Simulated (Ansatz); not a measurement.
Ansatz (an electronic-structure program) input:

Ansatz 0.2 input:
```yaml
crystal:
  lattice:
    - [0.0, 2.9777644558, 2.9777644558]
    - [2.9777644558, 0.0, 2.9777644558]
    - [2.9777644558, 2.9777644558, 0.0]
  atoms:
    - { symbol: Al, position: [0.25, 0.25, 0.25] }
    - { symbol: Al, position: [0.75, 0.75, 0.75] }
    - { symbol: Au, position: [0.0, 0.0, 0.0] }
kpoints:
  mp_grid: { grid: [25, 25, 25] }
hamiltonian:
  xc: lda
  pseudopotentials: { azcp: { folder: ./paw }, kind: paw }
scf:
  occupations: { method: fermi_dirac, width: 0.1 }
elastic: { mode: relaxed_ion, stencil: two_point, amplitude: 0.005, f_tol: 0.0005 }
```

Output (shortened):

```
Pseudopotential: Al, paw, valence charge 3
Pseudopotential: Au, paw, valence charge 19
Functional definition: SPW92
Crystal: 3 atoms, lattice volume = 52.808 Å³
Basis set: ecut = 420 eV, 1037 PW (Γ)
Bands: 17, of which v1, the nominal top of the filled ones, is band 13 counted from 1 (12 counted from 0)
Symmetry: 48 space group operations
Space group: Fm-3m (ITA 225), of the structure as read, at distance tolerance 3.8e-5 Å
k-points: 455 of 15625
SCF 1 converged in 12 iterations: F = -13893.659414 eV  dr2 = 7.03e-16
Crystal: 3 atoms, lattice volume = 52.544 Å³
Basis set: ecut = 420 eV, 973 PW (Γ)
Symmetry: 16 space group operations
k-points: 1183 of 15625
SCF 2 converged in 9 iterations: F = -13893.658710 eV  dr2 = 2.31e-14
Crystal: 3 atoms, lattice volume = 53.072 Å³
Basis set: ecut = 420 eV, 1039 PW (Γ)
SCF 3 converged in 7 iterations: F = -13893.658789 eV  dr2 = 3.79e-14
Crystal: 3 atoms, lattice volume = 52.808 Å³
Basis set: ecut = 420 eV, 1001 PW (Γ)
Symmetry: 8 space group operations
k-points: 2197 of 15625
SCF 4 converged in 10 iterations: F = -13893.659035 eV  dr2 = 8.00e-15
relax step   1: F+E_penalty+E_count = -13893.65903523 eV  Δ(F+E_penalty+E_count) = +0.000e0 eV  max|allowed force component| = 3.318e-2 eV/Å  Δτ_max = 0.0000 Å  (10 SCF iters, accepted)
Crystal: 3 atoms, lattice volume = 52.808 Å³
SCF 5 converged in 8 iterations: F = -13893.659185 eV  dr2 = 1.00e-14
relax step   2: F+E_penalty+E_count = -13893.65918485 eV  Δ(F+E_penalty+E_count) = -1.496e-4 eV  max|allowed force component| = 6.012e-3 eV/Å  Δτ_max = 0.0038 Å  (8 SCF iters, accepted)
Crystal: 3 atoms, lattice volume = 52.808 Å³
SCF 6 converged in 7 iterations: F = -13893.659190 eV  dr2 = 4.42e-14
relax step   3: F+E_penalty+E_count = -13893.65918992 eV  Δ(F+E_penalty+E_count) = -5.078e-6 eV  max|allowed force component| = 1.082e-6 eV/Å  Δτ_max = 0.0008 Å  (7 SCF iters, accepted)
Crystal: 3 atoms, lattice volume = 52.808 Å³
SCF 7 converged in 2 iterations: F = -13893.659190 eV  dr2 = 1.87e-14
Crystal: 3 atoms, lattice volume = 52.808 Å³
SCF 8 converged in 10 iterations: F = -13893.659035 eV  dr2 = 7.86e-15
relax step   1: F+E_penalty+E_count = -13893.65903522 eV  Δ(F+E_penalty+E_count) = +0.000e0 eV  max|allowed force component| = 3.318e-2 eV/Å  Δτ_max = 0.0000 Å  (10 SCF iters, accepted)
Crystal: 3 atoms, lattice volume = 52.808 Å³
SCF 9 converged in 8 iterations: F = -13893.659190 eV  dr2 = 1.49e-14
relax step   2: F+E_penalty+E_count = -13893.65918992 eV  Δ(F+E_penalty+E_count) = -1.547e-4 eV  max|allowed force component| = 4.858e-6 eV/Å  Δτ_max = 0.0047 Å  (8 SCF iters, accepted)
Crystal: 3 atoms, lattice volume = 52.808 Å³
SCF 10 converged in 2 iterations: F = -13893.659190 eV  dr2 = 6.05e-15
SCF converged after 12 iterations
Free energy (F): -13893.659414 eV
Harris-Foulkes:  -13893.659414 eV  (|F-HF|=0.00e0)
Internal energy: -13893.629982 eV  (E = F + TS)
E sigma→0 (E₀):  -13893.644698 eV
Entropy (-TS):   -0.029432 eV (-9.811 meV/atom)
Fermi energy:    11.332090 eV
--- Per-component energies (eV) ---
  E_band       = -375.996163
  E_kinetic    = 624.030183
  E_local      = -2942.119872  (includes V_loc(G=0)·N_el)
  E_nonlocal   = 121.205435
  E_hartree    = 1274.922969
  E_xc         = -291.641383
  E_vxc        = -323.877165  (∫ρ·V_xc dr)
  E_paw        = -10335.192891  (= ΣΔE_a)
  E_vpaw       = -405.082213  (= ΣTr[D̂ρ^β])
  E_aug_tail   = 0.001531  (compensation charges beyond the density's cutoff)
  E_ewald      = -2345.470133
  E_core_change = 0.634179  (= ΣΔE_core)
  E_smearing   = -0.029432  (= −TS)
  E_closure    = 0.000000  (closes the sum)
  Σ components = -13893.659414   (vs F -13893.659414, Δ=0.00e0)
--- Forces (eV/Å), atoms counted from 1 ---
  atom   1  Al     0.00000000     0.00000000     0.00000000
  atom   2  Al     0.00000000     0.00000000     0.00000000
  atom   3  Au     0.00000000     0.00000000     0.00000000
  max |Σ_I F_I| component: 5.55e-17 eV/Å
--- Stress (GPa, compression-positive) ---
        0.020034       0.000000       0.000000
        0.000000       0.020034       0.000000
        0.000000       0.000000       0.020034
  P = ⅓ Tr σ = 0.0200 GPa (0.200 kbar)
--- Band table (eV; the first three rows and the last of 455) ---
  k-point 0: bands = ["-96.1718", "-47.3596", "-47.3596", "-47.3596", "0.5936", "4.5890", "4.5890", "4.5890", "5.5777", "5.5777", "13.5887", "14.2533", "14.2533", "14.2533", "15.3418", "15.3418", "15.3418"]
  k-point 1: bands = ["-96.1718", "-47.3596", "-47.3596", "-47.3596", "0.6151", "4.5817", "4.5947", "4.5947", "5.5764", "5.5764", "13.4992", "13.8815", "14.1481", "14.1481", "15.4570", "15.4570", "15.7232"]
  k-point 2: bands = ["-96.1718", "-47.3597", "-47.3596", "-47.3596", "0.6792", "4.5605", "4.6111", "4.6111", "5.5727", "5.5727", "12.8421", "13.7637", "13.9097", "13.9097", "15.7186", "15.7186", "16.2447"]
  k-point 454: bands = ["-96.1718", "-47.3604", "-47.3604", "-47.3600", "4.1280", "4.1452", "4.8441", "4.9954", "5.4156", "6.0057", "7.1563", "7.3516", "9.1319", "15.3539", "15.6235", "16.3984", "16.8785"]
--- Elastic constants: 2 strain directions × 2 members + reference (group order 48) ---
  dense FFT box of the reference and of every strained cell: 30×30×30
  strains applied: 11, 23; error gains: componentwise 1.00 (the most a stress slope's error grows in a printed constant), spectral 1.73 (1 for all six strains …
  C = ∂σ_k/∂η_j (tension-positive GPa; Voigt order 11 22 33 23 13 12):
       161.676    101.382    101.382      0.000      0.000      0.000
       101.382    161.676    101.382      0.000      0.000      0.000
       101.382    101.382    161.676      0.000      0.000      0.000
         0.000      0.000      0.000     54.400      0.000      0.000
         0.000      0.000      0.000      0.000     54.400      0.000
         0.000      0.000      0.000      0.000      0.000     54.400
  reference stress σ⁰ (GPa):     -0.020     -0.020     -0.020      0.000      0.000      0.000
  moduli (Voigt/Reuss/Hill, GPa): K = 121.48/121.48/121.48   G = 44.70/41.16/42.93   E = 115.21   ν = 0.342
  mechanically stable: yes (min eigenvalue of sym C = 54.40 GPa)
  strain η (Voigt 11):  stress-route row diagonal C_11 = 161.68 GPa, energy-path curvature d²(F+E_count+ΔE)/dδ²/Ω₀ = 161.65 GPa
         δ    σ_11 (GPa)             F (eV)   n_scf  n_hpsi   n_pw
    -5.000e-3      -0.8410      -13893.6587098       9  416669   1040   relax 0 steps, max|allowed force component| 5.55e-17 eV/Å
     5.000e-3       0.7758      -13893.6587887       7  329332   1050   relax 0 steps, max|allowed force component| 5.55e-17 eV/Å
  strain η (Voigt 23):  stress-route row diagonal C_44 = 54.40 GPa, energy-path curvature d²(F+E_count+ΔE)/dδ²/Ω₀ = 54.40 GPa
         δ    σ_23 (GPa)             F (eV)   n_scf  n_hpsi   n_pw
    -5.000e-3      -0.2720      -13893.6591899       2  332154   1046   relax 3 steps, max|allowed force component| 1.08e-6 eV/Å
     5.000e-3       0.2720      -13893.6591899       2  332615   1046   relax 2 steps, max|allowed force component| 4.86e-6 eV/Å
```

Cost: very roughly 8 core-minutes on shared cores.

The LDA relaxation kept the symmetry of its start; of distortions, only those at the zone centre were tested. As this level gives no gap, shear constants depend on the k-mesh and smearing (Fermi–Dirac, 0.1 eV here). Scalar-relativistic: spin–orbit coupling is off unless named, which matters more the heavier the elements.

Potentials: the earlier of the program's two PAW sets.

Ansatz is a plane-wave DFT program.
